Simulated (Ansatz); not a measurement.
**One atom moved along a line in SiMo₃**

Method: DFT PBEsol, scalar-relativistic, plane waves, PAW in Ansatz 0.2.0. Settings: plane waves to 420 eV, k-mesh 8×8×8 (Γ-centred), Gaussian smearing 0.15 eV. No spin polarisation. Energies are free energies at this smearing, counted from the undisturbed cell; pressure is positive in compression.

Zero of the scan (relaxed at this level; it needn't be the usual structure):

```xyz
8
Lattice="4.8616 0.0000 0.0000 0.0000 4.8616 0.0000 0.0000 0.0000 4.8616" Properties=species:S:1:pos:R:3 pbc="T T T"
Si    0.0000    0.0000    0.0000
Si    2.4308    2.4308    2.4308
Mo    1.2154    0.0000    2.4308
Mo    2.4308    3.6462    0.0000
Mo    3.6462    0.0000    2.4308
Mo    2.4308    1.2154    0.0000
Mo    0.0000    2.4308    3.6462
Mo    0.0000    2.4308    1.2154
```

Atom 1 (Si) is moved by x along the Cartesian unit vector (0.000, 0.000, 1.000); the cell and all other atoms stay fixed. The cell is metallic on the mesh throughout.

| x (Å) | ΔE (meV/cell) |
| --- | --- |
| -0.3000 | 478.6 |
| -0.1800 | 165.7 |
| -0.0600 | 18.0 |
| 0.0000 | 0.0 |
| 0.1200 | 72.7 |
| 0.1500 | 114.3 |
| 0.2100 | 227.4 |
| 0.2400 | 299.7 |
| 0.2700 | 383.3 |

(1) Predict the pressure (GPa) at each point.

## Answers

(1)
```
  x (Å) pressure (GPa)
-0.3000             2.1
-0.1800             0.8
-0.0600             0.1
 0.0000             0.0
 0.1200             0.4
 0.1500             0.5
 0.2100             1.0
 0.2400             1.4
 0.2700             1.7
```